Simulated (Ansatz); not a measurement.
Input and command of a plane-wave DFT calculation in Ansatz:

```yaml
crystal:
  lattice:
    - [3.9956487028, 0.0, 0.0]
    - [-1.9978243514, 3.4603332812, 0.0]
    - [0.0, 0.0, 6.6027109801]
  atoms:
    - { symbol: Ge, position: [0.6666666667, 0.3333333333, 0.0629814342] }
    - { symbol: Ge, position: [0.3333333333, 0.6666666667, 0.5629814342] }
    - { symbol: Ge, position: [0.6666666667, 0.3333333333, 0.4370185658] }
    - { symbol: Ge, position: [0.3333333333, 0.6666666667, 0.9370185658] }
basis:
  ecutwfc: 500
kpoints:
  mp_grid: { grid: [12, 12, 6] }
  band_path:
    path:
      - [[0.0, 0.0, 0.0], [0.5, 0.0, 0.0], [0.33333333, 0.33333333, 0.0], [0.0, 0.0, 0.0], [0.0, 0.0, 0.5], [0.5, 0.0, 0.5], [0.33333333, 0.33333333, 0.5], [0.0, 0.0, 0.5]]
      - [[0.5, 0.0, 0.5], [0.5, 0.0, 0.0]]
      - [[0.33333333, 0.33333333, 0.5], [0.33333333, 0.33333333, 0.0]]
    npoints: 14
hamiltonian:
  xc: r2scan
scf:
  occupations: { method: gaussian, width: 0.01 }
  n_extra_bands: 10
output:
  forces: true
  stress: true
  eigenvalues: true
  populations: true
  dos: { projected: true, de: 0.02, nscf_kmesh: { grid: [18, 18, 9] } }
  bader: true
  write_density: true
  write_potential: true
  elf: true
  volumetric_format: npy
```

```bash
ansatz run input.yaml --threads 1 --pin off --max-ram 2560MiB --backend cpu --events-out ev --progress --plain --runs-dir out
```

Processor: Arm Neoverse V2, 1 thread, on a host shared with other jobs.

**Question.** How long does it run, and how much memory does it take?

**Answer.** About 2.5 min on 1 thread of Arm Neoverse V2 (shared host), peak memory 0.79 GiB. It solves 38 bands at 76 k points (the mesh reduced by the symmetry that the task leaves, which can be less than the crystal's) with about 2311 plane waves, in 6 SCF iterations.
